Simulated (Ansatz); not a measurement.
Migration of H in TiO₂

Computed with DFT PBE, scalar-relativistic, plane waves, PAW in Ansatz. Settings: 420 eV cutoff, 2×2×2 k-mesh, Gaussian smearing of 0.02 eV, no spin polarisation.

In a supercell of 72 host sites with charge +1, interstitial H hops to an equivalent place, moving 0.98 Å between the relaxed ends. Climbing-image nudged elastic band at fixed cell with images 0 (start) to 6 (end), the path measured over all atoms, converged to 0.05 eV/Å; the order of the saddle wasn't checked, and the small cell leaves errors of about a tenth of an eV. Zero-point motion and tunnelling, which matter for H, are left out. At the top the atom squeezes straight between two others, where symmetry can hold a band on a ridge, so a bent path, such as one by way of a neighbouring hole, may have a much lower barrier.

Command:

```bash
ansatz run input.yaml --threads 8 --pin off --max-ram 20480MiB --backend cpu --events-out ev --progress --plain --runs-dir out
```

Input:

```yaml
crystal:
  lattice:
    - [0.0, -9.2866348948, 0.0]
    - [-9.2866348948, 0.0, 0.0]
    - [4.6433174474, 4.6433174474, -8.8916048962]
  atoms:
    - { symbol: Ti, position: [0.4204025268, 0.4017852317, 0.327922632] }
    - { symbol: Ti, position: [0.2455438918, 0.2576327787, 0.0029937321] }
    - { symbol: Ti, position: [0.0850459086, 0.0875894896, 0.6662112413] }
    - { symbol: Ti, position: [0.9163188985, 0.4301257316, 0.335148932] }
    - { symbol: Ti, position: [0.7577716118, 0.2460315441, -0.0016603254] }
    - { symbol: Ti, position: [0.5826098243, 0.0794940628, 0.6685670881] }
    - { symbol: Ti, position: [0.417159665, 0.928258776, 0.3318194578] }
    - { symbol: Ti, position: [0.2561830467, 0.7422729472, 0.0031911715] }
    - { symbol: Ti, position: [0.0832155789, 0.5715592085, 0.6634889973] }
    - { symbol: Ti, position: [0.9224914438, 0.9084132274, 0.3403462376] }
    - { symbol: Ti, position: [0.7478192645, 0.7412990132, 0.0076427132] }
    - { symbol: Ti, position: [0.5739713745, 0.5673128208, 0.6589286024] }
    - { symbol: Ti, position: [0.2412840033, 0.2486429397, 0.4959536782] }
    - { symbol: Ti, position: [0.0694836872, 0.0759103647, 0.1643792978] }
    - { symbol: Ti, position: [0.9410389284, 0.9148574923, 0.8323088768] }
    - { symbol: Ti, position: [0.7529664107, 0.2407582465, 0.495771173] }
    - { symbol: Ti, position: [0.5934616715, 0.0837820283, 0.1608606956] }
    - { symbol: Ti, position: [0.3989865521, 0.9157529807, 0.8346400589] }
    - { symbol: Ti, position: [0.2637654324, 0.7503632211, 0.5050833009] }
    - { symbol: Ti, position: [0.0912800324, 0.5856299005, 0.1728921126] }
    - { symbol: Ti, position: [0.9123120466, 0.4208197101, 0.8325490806] }
    - { symbol: Ti, position: [0.7364657763, 0.7505539513, 0.5024594882] }
    - { symbol: Ti, position: [0.579792574, 0.5810828729, 0.168604703] }
    - { symbol: Ti, position: [0.4230095617, 0.4063577272, 0.833372138] }
    - { symbol: O, position: [0.400139012, 0.4008598241, 0.4981853014] }
    - { symbol: O, position: [0.2373446842, 0.2366231363, 0.1655301751] }
    - { symbol: O, position: [0.0729709788, 0.0708935025, 0.8333989127] }
    - { symbol: O, position: [0.9023984409, 0.4020347257, 0.4992513365] }
    - { symbol: O, position: [0.7373162137, 0.2350324741, 0.1661478329] }
    - { symbol: O, position: [0.5756156921, 0.0642032694, 0.8334778454] }
    - { symbol: O, position: [0.4042522499, 0.9021280636, 0.5011332492] }
    - { symbol: O, position: [0.2359226795, 0.7357648784, 0.1668546523] }
    - { symbol: O, position: [0.0695260005, 0.567526631, 0.8332742482] }
    - { symbol: O, position: [0.9048254785, 0.9042016969, 0.5014680211] }
    - { symbol: O, position: [0.7348317416, 0.7362150857, 0.1686044851] }
    - { symbol: O, position: [0.570515781, 0.569290279, 0.833247594] }
    - { symbol: O, position: [0.7359033784, 0.4369037289, 0.6692752069] }
    - { symbol: O, position: [0.5697373646, 0.2651655843, 0.3340598756] }
    - { symbol: O, position: [0.4036239302, 0.0993416606, 1.0009496238] }
    - { symbol: O, position: [0.2363835202, 0.4302150508, 0.6661109238] }
    - { symbol: O, position: [0.06949805, 0.2634063477, 0.3329952149] }
    - { symbol: O, position: [0.9064756284, 0.1003670763, 1.0004774299] }
    - { symbol: O, position: [0.7393190706, 0.9332614621, 0.6669036984] }
    - { symbol: O, position: [0.5692251415, 0.7638237343, 0.3333918908] }
    - { symbol: O, position: [0.4035246621, 0.5973226448, 1.0002545913] }
    - { symbol: O, position: [0.2357644513, 0.932405619, 0.6662138778] }
    - { symbol: O, position: [0.0683435733, 0.7647953593, 0.3325280221] }
    - { symbol: O, position: [0.8997352971, 0.6013073099, 0.9973900086] }
    - { symbol: O, position: [0.2631436108, 0.5701843744, 0.3328730784] }
    - { symbol: O, position: [0.0967859276, 0.4035937358, -7.1598e-06] }
    - { symbol: O, position: [0.930416321, 0.2370882985, 0.6669561317] }
    - { symbol: O, position: [0.7631669427, 0.5691715742, 0.3327294461] }
    - { symbol: O, position: [0.5977540237, 0.4023595079, 0.0006366235] }
    - { symbol: O, position: [0.4311299357, 0.2346366454, 0.6665533945] }
    - { symbol: O, position: [0.2634537574, 0.0694395939, 0.3336703467] }
    - { symbol: O, position: [0.0965378674, 0.9010213702, -0.000147611] }
    - { symbol: O, position: [0.9298086798, 0.7343008987, 0.6664482574] }
    - { symbol: O, position: [0.764247093, 0.0696969862, 0.3337696521] }
    - { symbol: O, position: [0.5948474225, 0.900815265, -0.0010957624] }
    - { symbol: O, position: [0.4292181583, 0.7347463787, 0.667706789] }
    - { symbol: O, position: [0.5951952604, 0.5980870406, 0.5007609192] }
    - { symbol: O, position: [0.4305851202, 0.4317386246, 0.1670288503] }
    - { symbol: O, position: [0.2647409502, 0.2655832144, 0.8332594524] }
    - { symbol: O, position: [0.0968247553, 0.597373361, 0.5002272816] }
    - { symbol: O, position: [0.9311521355, 0.43303194, 0.1666738265] }
    - { symbol: O, position: [0.7642028423, 0.2661958883, 0.8336405865] }
    - { symbol: O, position: [0.5978467054, 0.0992914332, 0.4998190216] }
    - { symbol: O, position: [0.4297387462, 0.9301745323, 0.1665582296] }
    - { symbol: O, position: [0.2612736516, 0.7650484376, 0.8332997839] }
    - { symbol: O, position: [0.0968364277, 0.0979345699, 0.4995983631] }
    - { symbol: O, position: [0.9277403881, 0.9305041757, 0.1655878691] }
    - { symbol: O, position: [0.7523229224, 0.7847399457, 0.833426111] }
    - { symbol: H, position: [0.6853362532, 0.8673053805, 0.8336751785] }
total_charge: 1
basis:
  ecutwfc: 420
  xc_grid: 2
kpoints:
  mp_grid: { grid: [2, 2, 2], shift: [0.0, 0.0, 0.0] }
hamiltonian:
  xc: pbe
scf:
  occupations: { method: gaussian, width: 0.02 }
output:
  forces: true
neb:
  images: 5
  f_tol: 0.05
  max_iterations: 70
  order_check: false
  final_atoms:
    - { symbol: Ti, position: [0.4146597928, 0.4035606817, 0.3318194578] }
    - { symbol: Ti, position: [0.2470081248, 0.2609182243, 0.0031911715] }
    - { symbol: Ti, position: [0.0802734185, 0.0919297888, 0.6634889973] }
    - { symbol: Ti, position: [0.9178547938, 0.4319330102, 0.3403462376] }
    - { symbol: Ti, position: [0.7598234487, 0.2663437, 0.0076427132] }
    - { symbol: Ti, position: [0.5849572279, 0.0916157816, 0.6589286024] }
    - { symbol: Ti, position: [0.4075201052, 0.9261374003, 0.327922632] }
    - { symbol: Ti, position: [0.2574498403, 0.7453609533, 0.0029937321] }
    - { symbol: Ti, position: [0.0811653327, 0.5786217517, 0.6662112413] }
    - { symbol: Ti, position: [0.9188300335, 0.9050232004, 0.335148932] }
    - { symbol: Ti, position: [0.7405680628, 0.7523081305, -0.0016603254] }
    - { symbol: Ti, position: [0.5859572638, 0.5890730253, 0.6685670881] }
    - { symbol: Ti, position: [0.2428047623, 0.2550129266, 0.495771173] }
    - { symbol: Ti, position: [0.0673990241, 0.0770786673, 0.1608606956] }
    - { symbol: Ti, position: [0.9356535069, 0.9188870783, 0.8346400589] }
    - { symbol: Ti, position: [0.7546696749, 0.2473107386, 0.4959536782] }
    - { symbol: Ti, position: [0.5948956106, 0.0884689331, 0.1643792978] }
    - { symbol: Ti, position: [0.3912699485, 0.9174513845, 0.8323088768] }
    - { symbol: Ti, position: [0.2659937119, 0.7519055369, 0.5024594882] }
    - { symbol: Ti, position: [0.088812129, 0.5875218302, 0.168604703] }
    - { symbol: Ti, position: [0.9103625764, 0.4270144108, 0.833372138] }
    - { symbol: Ti, position: [0.7413178685, 0.7547200798, 0.5050833009] }
    - { symbol: Ti, position: [0.5816120802, 0.5872622121, 0.1728921126] }
    - { symbol: Ti, position: [0.420237034, 0.4117293705, 0.8325490806] }
    - { symbol: O, position: [0.4019723161, 0.4005275884, 0.4998190216] }
    - { symbol: O, position: [0.2368194834, 0.2363836973, 0.1665582296] }
    - { symbol: O, position: [0.0720261323, 0.0682513463, 0.8332997839] }
    - { symbol: O, position: [0.9027619354, 0.4016637932, 0.4995983631] }
    - { symbol: O, position: [0.737847481, 0.2350836934, 0.1655878691] }
    - { symbol: O, position: [0.5811031886, 0.0486861653, 0.833426111] }
    - { symbol: O, position: [0.4055656589, 0.9026738786, 0.5007609192] }
    - { symbol: O, position: [0.2364437302, 0.7352902257, 0.1670288503] }
    - { symbol: O, position: [0.0685185022, 0.567676238, 0.8332594524] }
    - { symbol: O, position: [0.9034025263, 0.9028539206, 0.5002272816] }
    - { symbol: O, position: [0.735521691, 0.7336418865, 0.1666738265] }
    - { symbol: O, position: [0.5694377442, 0.5674446981, 0.8336405865] }
    - { symbol: O, position: [0.7354234589, 0.4319167491, 0.6665533945] }
    - { symbol: O, position: [0.5702165893, 0.2642307528, 0.3336703467] }
    - { symbol: O, position: [0.4033145215, 0.0988310188, 0.999852389] }
    - { symbol: O, position: [0.2365398107, 0.4298678332, 0.6669561317] }
    - { symbol: O, position: [0.069522559, 0.2640726658, 0.3337696521] }
    - { symbol: O, position: [0.9040568151, 0.0980889727, 0.9989042376] }
    - { symbol: O, position: [0.7384886307, 0.9329604103, 0.667706789] }
    - { symbol: O, position: [0.5697294676, 0.7626887039, 0.3328730784] }
    - { symbol: O, position: [0.4032069126, 0.5963991044, 0.9999928402] }
    - { symbol: O, position: [0.2366395776, 0.9321473587, 0.6664482574] }
    - { symbol: O, position: [0.0695625033, 0.7635578719, 0.3327294461] }
    - { symbol: O, position: [0.9028825998, 0.5982771157, 1.0006366235] }
    - { symbol: O, position: [0.2641667494, 0.5695681565, 0.3333918908] }
    - { symbol: O, position: [0.0967299291, 0.4029319465, 0.0002545913] }
    - { symbol: O, position: [0.9297274036, 0.235895873, 0.6661109238] }
    - { symbol: O, position: [0.7641844487, 0.5677326628, 0.3325280221] }
    - { symbol: O, position: [0.5976547115, 0.3960826987, -0.0026099914] }
    - { symbol: O, position: [0.4333718285, 0.232371478, 0.6692752069] }
    - { symbol: O, position: [0.264322511, 0.0688942913, 0.3340598756] }
    - { symbol: O, position: [0.0973256937, 0.9016079633, 0.0009496238] }
    - { symbol: O, position: [0.9304494266, 0.7338082588, 0.6662138778] }
    - { symbol: O, position: [0.7634971649, 0.0695888672, 0.3329952149] }
    - { symbol: O, position: [0.5940018015, 0.9001103536, 0.0004774299] }
    - { symbol: O, position: [0.4275846278, 0.7336422363, 0.6669036984] }
    - { symbol: O, position: [0.5968809993, 0.5990051856, 0.5011332492] }
    - { symbol: O, position: [0.4309319728, 0.4310897739, 0.1668546523] }
    - { symbol: O, position: [0.2637482477, 0.2657476172, 0.8332742482] }
    - { symbol: O, position: [0.0966425426, 0.5972663242, 0.5014680211] }
    - { symbol: O, position: [0.9337727435, 0.4323893994, 0.1686044851] }
    - { symbol: O, position: [0.762731813, 0.263957315, 0.833247594] }
    - { symbol: O, position: [0.5980462895, 0.0973254774, 0.4981853014] }
    - { symbol: O, position: [0.4281854909, 0.9289070388, 0.1655301751] }
    - { symbol: O, position: [0.2604279339, 0.7625054102, 0.8333989127] }
    - { symbol: O, position: [0.0968528956, 0.0972166108, 0.4992513365] }
    - { symbol: O, position: [0.9288316191, 0.9311153588, 0.1661478329] }
    - { symbol: O, position: [0.7578621533, 0.769274576, 0.8334778454] }
    - { symbol: H, position: [0.6483389253, 0.966369798, 0.8336751785] }
```

Course of the band:

```csv
iteration,largest band force (eV/Å),climbing image,energies over image 0 (eV)
1,2.585,none,0.000 0.417 1.015 1.265 1.015 0.417 0.000
2,2.093,none,0.000 0.142 0.488 0.683 0.488 0.142 0.000
3,5.253,none,0.000 0.393 0.534 0.594 0.534 0.393 0.000
4,0.882,none,0.000 0.070 0.264 0.458 0.264 0.070 0.000
5,0.452,3,0.000 0.048 0.218 0.448 0.218 0.048 0.000
6,0.141,3,0.000 0.045 0.207 0.442 0.207 0.045 0.000
7,0.102,3,0.000 0.043 0.204 0.436 0.204 0.043 0.000
8,0.248,3,0.000 0.042 0.195 0.430 0.195 0.042 0.000
9,0.250,3,0.000 0.042 0.191 0.431 0.191 0.042 0.000
10,0.060,3,0.000 0.035 0.179 0.424 0.179 0.035 0.000
11,0.035,3,0.000 0.034 0.181 0.424 0.181 0.034 0.000
12,0.037,3,0.000 0.034 0.181 0.423 0.181 0.034 0.000
```

Final band:

| image | path (Å) | E − E(0) (eV) | H x (Å) | H y (Å) | H z (Å) | force on H (eV/Å) |
| --- | --- | --- | --- | --- | --- | --- |
| 0 | 0.00 | 0.000 | -4.183 | -2.493 | -7.413 | 0.01 |
| 1 | 0.27 | 0.034 | -4.300 | -2.471 | -7.406 | 0.17 |
| 2 | 0.54 | 0.181 | -4.454 | -2.419 | -7.405 | 0.77 |
| 3 | 0.81 | 0.423 | -4.643 | -2.322 | -7.406 | 0.00 |
| 4 | 1.08 | 0.181 | -4.833 | -2.224 | -7.405 | 0.77 |
| 5 | 1.35 | 0.034 | -4.986 | -2.172 | -7.406 | 0.17 |
| 6 | 1.62 | 0.000 | -5.103 | -2.150 | -7.413 | 0.01 |

Barrier 0.42 eV. It took 44 min on 8 threads of AMD EPYC 7R43 64-Core Processor (Zen 3), with other jobs on the host, peak memory 15 GiB.